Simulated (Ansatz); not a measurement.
SnS2:
```xyz
6
Lattice="3.6163 0.0000 0.0000 -1.8081 3.1318 0.0000 0.0000 0.0000 14.0739" Properties=species:S:1:pos:R:3 pbc="T T T"
Sn     0.0000     2.0879     3.5185
Sn     1.8081     1.0439    10.5555
S      0.0000     2.0879     8.9398
S      1.8081     1.0439     1.9028
S      1.8081     1.0439     5.1342
S      0.0000     2.0879    12.1712
```

Relaxed with PBE. Special points in fractions of this cell's reciprocal vectors: Γ (0.000, 0.000, 0.000); M (0.500, 0.000, 0.000); K (0.333, 0.333, 0.000); A (0.000, 0.000, 0.500); L (0.500, 0.000, 0.500); H (0.333, 0.333, 0.500).

Task: List the band energies nearest the valence-band maximum at these points for DFT-PBE in the program Ansatz with PAW potentials.

Result: In eV from the valence-band maximum; about four levels below and three above (degenerate sets whole), none deeper than 8.9 eV; points with the same levels are listed once.

| k | below | above |
|---|---|---|
| Γ | -0.03 -0.03 0.00 0.00 | 0.83 1.38 4.50 |
| M | -0.66 -0.60 -0.45 -0.15 | 0.62 0.92 2.67 |
| K | -2.22 -2.10 -0.17 -0.17 | 1.61 1.61 2.79 |
| A | -0.01 -0.01 -0.01 -0.01 | 1.14 1.14 4.61 4.61 |
| L | -0.63 -0.63 -0.32 -0.32 | 0.78 0.78 2.82 2.82 |
| H | -2.16 -2.16 -0.19 -0.19 | 1.63 1.63 2.95 2.95 |

Space group P6_3/mmc. The cell is a constructed one: a structure type filled with these elements; neither database checked (COD, Materials Project) lists it. It is not the phase usual at ambient conditions (space group No. 164). Symmetry was held in the PBE relaxation; whether a distortion lowers the energy is not shown. A crystal of weakly bound layers computed without a dispersion correction: the cell and the soft elastic constants depend strongly on that. Spin–orbit coupling is left out wherever it is not named.

Potentials: the later of the program's two PAW sets.
